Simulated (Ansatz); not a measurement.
**Sn2PbS3: computed properties**

These are results of Ansatz, DFT PBE, scalar-relativistic, plane waves, PAW, not measurements.

Plane waves to 420 eV, a k mesh through Γ of 4×6×4 on the computed 12-atom cell and Gaussian smearing (0.02 eV); no spin polarisation.

The structure is relaxed at this level of theory with its symmetry kept, and needn't be the ground state of this composition.

```cif
data_structure
_symmetry_space_group_name_H-M 'P2_1'
_symmetry_Int_Tables_number 4
_cell_length_a 7.4003
_cell_length_b 4.2353
_cell_length_c 10.2576
_cell_angle_alpha 90.000
_cell_angle_beta 91.451
_cell_angle_gamma 90.000
_cell_volume 321.40
loop_
_atom_site_label
_atom_site_type_symbol
_atom_site_symmetry_multiplicity
_atom_site_Wyckoff_symbol
_atom_site_fract_x
_atom_site_fract_y
_atom_site_fract_z
_atom_site_occupancy
Sn1 Sn 2 a 0.92802 0.52776 0.15689 1
Sn2 Sn 2 a 0.39872 0.03017 0.17295 1
Pb1 Pb 2 a 0.25883 0.51181 0.49965 1
S1 S 2 a 0.10292 0.97740 0.31983 1
S2 S 2 a 0.55843 0.47524 0.33698 1
S3 S 2 a 0.22297 0.47790 0.01142 1
```

Q: Formation energy from the elements' standard states (uncorrected)?

A: -0.459 eV/atom.

Q: Kohn–Sham band gap?

A: 0.75 eV.

Q: Orbital (Löwdin) character of the top 1 eV of the valence band?

A: S 3p 59 %, Sn 5s 20 %, Sn 5p 10 %.

Q: Orbital (Löwdin) character of the lowest 1 eV of the conduction band?

A: Sn 5p 46 %, Pb 6p 26 %, S 3s 12 %, S 3p 10 %.

Spin-orbit coupling is left out, which matters for the bands of heavy elements.

The cell was found from a structure generator's guess, not taken from experiment. Kohn–Sham gaps at this level usually fall short of measured ones. Löwdin shares on free-atom orbitals overweight diffuse shells in the empty bands.
